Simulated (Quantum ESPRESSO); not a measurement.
InGa2AlP4, a curve over one atom's position

Simulated, not a measurement. The program is pw.x of Quantum ESPRESSO 7.5 (plane-wave density functional theory). The cell is made up: 8 atoms on a zincblende/diamond lattice, with randomly drawn elements, strain and displacements, not relaxed. PseudoDojo standard norm-conserving files (v0.5 for PBE, v0.4.1 for LDA and PBEsol) set the functional; there is no spin polarisation, spin-orbit coupling or dispersion term, and the masses in the input are unused placeholders.

Seven runs move atom 3 (Ga, counted in the order of the input) along z and keep all else fixed.

Input of the run at +0.0158:

```
&control calculation='scf', pseudo_dir='./dojo.nc.sr.pbe.v0_5.standard.upf', outdir='./o', disk_io='medium', tprnfor=.true., tstress=.true. /
&system ibrav=0, nat=8, ntyp=4, nbnd=37, ecutwfc=79.96652505, nosym=.true., tot_charge=0,
 occupations='smearing', smearing='fd', degauss=0.0018374661
/
&electrons conv_thr=7.350e-09, electron_maxstep=60, /
ATOMIC_SPECIES
Al 1.0 Al.upf
Ga 1.0 Ga.upf
In 1.0 In.upf
P 1.0 P.upf
CELL_PARAMETERS angstrom
5.758 0.0 0.0
0.0 5.758 0.0
0.0 0.0 5.758
ATOMIC_POSITIONS angstrom
In -0.0236 -0.0016 -0.0076
Ga 0.0183 2.8573 2.9188
Ga 2.8395 -0.0573 2.9197
Al 2.8611 2.9063 -0.0205
P 1.4651 1.4425 1.4348
P 1.4298 4.336 4.2859
P 4.3269 1.4777 4.3215
P 4.3207 4.3025 1.4379
K_POINTS automatic
4 4 4 1 1 1
```

```
shift of atom 3 along z (Å)  free energy less that of the input shown (eV)  Fx on atom 3 (eV/Å)  Fy on atom 3 (eV/Å)  Fz on atom 3 (eV/Å)  pressure (GPa)  iterations
                    -0.1683                                         0.0263                0.290                0.329                0.791           -3.81          10
                    -0.1533                                         0.0152                0.304                0.343                0.687           -3.83          10
                    -0.0809                                        -0.0161                0.376                0.412                0.177           -3.91          10
                    +0.0158                                         0.0000                0.490                0.520               -0.511           -3.91          11
                    +0.0504                                         0.0219                0.535                0.563               -0.755           -3.89          11
                    +0.1425                                         0.1210                0.670                0.690               -1.393           -3.74          10
```

Question: one run is left out of the table, at +0.1046. Estimate its Fz on atom 3 (eV/Å).

Answer: -1.134. The whole row:

```
shift of atom 3 along z (Å)  free energy less that of the input shown (eV)  Fx on atom 3 (eV/Å)  Fy on atom 3 (eV/Å)  Fz on atom 3 (eV/Å)  pressure (GPa)  iterations
                    +0.1046                                         0.0731                0.612                0.635               -1.134           -3.81          11
```

A cubic fit gives dFz/dz = -7.11 eV/Å² at zero shift. Across the table the free energy follows the integral of the force to within 0.1 meV. A rerun of one of the cells at 1377 eV and a 6 x 6 x 6 mesh moved values by no more than 0.008 eV in energy, 0.02 GPa in stress and 0.002 eV/Å in force.